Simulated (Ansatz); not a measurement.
Re₂B:
```yaml
crystal:
  lattice:
    - [4.14711, 0.00000, 0.00000]
    - [-2.07355, 3.59150, 0.00000]
    - [0.00000, 0.00000, 4.88267]
  atoms:
    - { symbol: B, position: [0.33333, 0.66667, 0.25000] }
    - { symbol: B, position: [0.66667, 0.33333, 0.75000] }
    - { symbol: Re, position: [0.00000, 0.00000, 0.00000] }
    - { symbol: Re, position: [0.00000, 0.00000, 0.50000] }
    - { symbol: Re, position: [0.33333, 0.66667, 0.75000] }
    - { symbol: Re, position: [0.66667, 0.33333, 0.25000] }
```

Relaxed with r²SCAN. Special points in fractions of this cell's reciprocal vectors: Γ (0.000, 0.000, 0.000); M (0.500, 0.000, 0.000); K (0.333, 0.333, 0.000); A (0.000, 0.000, 0.500); L (0.500, 0.000, 0.500); H (0.333, 0.333, 0.500).

**Question.** List the band energies nearest the Fermi level at these points for the program Ansatz at the r²SCAN with spin–orbit coupling level (PAW).

**Answer.** In eV from the Fermi level; about four levels below and three above (degenerate sets whole), none deeper than 8.9 eV; points with the same levels are listed once.

| k | below | above |
|---|---|---|
| Γ | -0.42 -0.42 -0.38 -0.38 | 0.72 0.72 0.78 0.78 |
| M | -1.16 -1.16 -0.77 -0.77 | 0.74 0.74 0.78 0.78 |
| K | -0.93 -0.93 -0.88 -0.88 | 0.18 0.18 0.41 0.41 |
| A | -1.90 -1.90 -1.90 -1.90 | 0.68 0.68 0.68 0.68 |
| L | -0.38 -0.38 -0.38 -0.38 | 0.05 0.05 0.05 0.05 |
| H | -1.65 -1.65 -0.06 -0.06 | 0.02 0.02 0.05 0.05 |

Space group P6_3/mmc. A made-up cell: these elements were put on the sites of a structure type; neither database checked (COD, Materials Project) lists it. Whether it is the stable phase at ambient conditions was not checked. The cell was relaxed with r²SCAN under the symmetry of its start; its stability against distortions is not shown here. No spin polarisation was allowed.

Potentials: the earlier of the program's two PAW sets.
